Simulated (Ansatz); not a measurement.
SiO2:
```
CELL_PARAMETERS angstrom
      4.92009     0.00000     0.00000
     -2.46005     4.26093     0.00000
      0.00000     0.00000     5.41601
ATOMIC_POSITIONS crystal
  Si 0.00000 0.46888 0.33333
  Si 0.53112 0.53112 0.00000
  Si 0.46888 0.00000 0.66667
  O  0.14394 0.73082 0.54889
  O  0.26918 0.41312 0.21556
  O  0.58688 0.85606 0.88222
  O  0.73082 0.14394 0.45111
  O  0.41312 0.26918 0.78444
  O  0.85606 0.58688 0.11778
```

Relaxed with r²SCAN.

Problem. Give the Bader charges and basin volumes of the independent atoms, the program Ansatz at the r²SCAN level (PAW).

Solution. 

```json
[
 {"atom": "Si1", "Bader charge (e)": "+3.37", "Bader volume (Å³)": "2.7"},
 {"atom": "O4", "Bader charge (e)": "-1.68", "Bader volume (Å³)": "17.6"}
]
```

Space group P3_221. Symmetry was held in the r²SCAN relaxation.

Potentials: the earlier of the program's two PAW sets. The files were generated under PBE; for other functionals the program regenerates the frozen cores, and for LDA and PBEsol the local potential too.
